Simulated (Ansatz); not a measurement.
TiB₂:
Space group P6/mmm (No. 191); a = b = 2.994 Å, c = 3.160 Å, α = β = 90.00°, γ = 120.00°

| atom | site | symmetry | x | y | z |
|---|---|---|---|---|---|
| Ti | 1a | 6/mmm | 0.0000 | 0.0000 | 0.0000 |
| B | 2d | -6m2 | 0.3333 | 0.6667 | 0.5000 |

Relaxed at zero pressure with LDA (plane waves, PAW; program Ansatz).

The volume is lowered by 6 % and shape and atoms relax at that volume. What pressure results, and how do the axes share the change?

19.3 GPa; a -1.8 %, b -1.8 %, c -2.5 %; the energy rises by 28 meV/atom.

Give the new structure.


Space group P6/mmm (No. 191); a = b = 2.9396 Å, c = 3.0806 Å, α = β = 90.00°, γ = 120.00°

```json
[
 {"atom": "Ti", "site": "1a", "symmetry": "6/mmm", "x": "0.0000", "y": "0.0000", "z": "0.0000"},
 {"atom": "B", "site": "2d", "symmetry": "-6m2", "x": "0.3333", "y": "0.6667", "z": "0.5000"}
]
```

The phase is kept; no other phase was compared at this pressure.

The LDA relaxation kept the symmetry of its start; phonons on a q-mesh show no instability. The run is not spin-polarised.

Potentials: the later of the program's two PAW sets.
